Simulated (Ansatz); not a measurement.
Starting cell, Sr (fcc, Cu type):

```
Sr
1.0
    0.00000     6.02891     6.02891
    3.01445     0.00000     3.01445
    3.01445     3.01445     0.00000
Sr
2
Direct
  0.00000   0.00000   0.00000
  0.50000   0.00000   0.00000
```

The atoms are displaced by Q × the pattern below (from a DFPT mode at L = (0.5, 0.0, 0.0), largest move 1; Q in Å), at fixed cell. (q is in reciprocal vectors of the primitive cell; the cell shown is doubled to hold the pattern.)

```tsv
atom	x	y	z
Sr1	-0.577	0.577	0.577
Sr2	0.577	-0.577	-0.577
```

The numbers are results of PBE (plane waves to 420 eV, PAW, scalar-relativistic; Ansatz, an electronic-structure program), not measurements. k mesh 13×13×13 (Γ-centred), Fermi-Dirac smearing 0.05 eV. Energies are smeared free energies. With partly filled bands, energies and forces of such displacements shift with the k mesh and the smearing. Sr was relaxed with its symmetry unable to fall. The PAW data are Ansatz's earlier set. ΔE is measured from the undisplaced structure.

```json
[
 {"Q (Å)": "-0.180", "ΔE (eV/cell)": "___", "−dE/dQ from forces (eV/Å)": "1.077"},
 {"Q (Å)": "-0.150", "ΔE (eV/cell)": "0.066", "−dE/dQ from forces (eV/Å)": "0.888"},
 {"Q (Å)": "-0.120", "ΔE (eV/cell)": "0.042", "−dE/dQ from forces (eV/Å)": "0.703"},
 {"Q (Å)": "-0.090", "ΔE (eV/cell)": "___", "−dE/dQ from forces (eV/Å)": "0.524"},
 {"Q (Å)": "-0.060", "ΔE (eV/cell)": "0.010", "−dE/dQ from forces (eV/Å)": "0.347"},
 {"Q (Å)": "-0.030", "ΔE (eV/cell)": "0.003", "−dE/dQ from forces (eV/Å)": "0.173"},
 {"Q (Å)": "0.000", "ΔE (eV/cell)": "0.000", "−dE/dQ from forces (eV/Å)": "0.000"},
 {"Q (Å)": "0.030", "ΔE (eV/cell)": "0.003", "−dE/dQ from forces (eV/Å)": "-0.173"},
 {"Q (Å)": "0.060", "ΔE (eV/cell)": "0.010", "−dE/dQ from forces (eV/Å)": "-0.347"},
 {"Q (Å)": "0.090", "ΔE (eV/cell)": "___", "−dE/dQ from forces (eV/Å)": "-0.524"},
 {"Q (Å)": "0.120", "ΔE (eV/cell)": "0.042", "−dE/dQ from forces (eV/Å)": "-0.703"},
 {"Q (Å)": "0.150", "ΔE (eV/cell)": "0.066", "−dE/dQ from forces (eV/Å)": "-0.888"},
 {"Q (Å)": "0.180", "ΔE (eV/cell)": "___", "−dE/dQ from forces (eV/Å)": "-1.077"}
]
```

Fill in the missing entries.


- -0.180, ΔE (eV/cell): 0.095
- -0.090, ΔE (eV/cell): 0.023
- 0.090, ΔE (eV/cell): 0.023
- 0.180, ΔE (eV/cell): 0.095

(For displaced atoms, the force is minus the slope of the energy, and its curvature is a force constant, which sets phonon frequencies.)
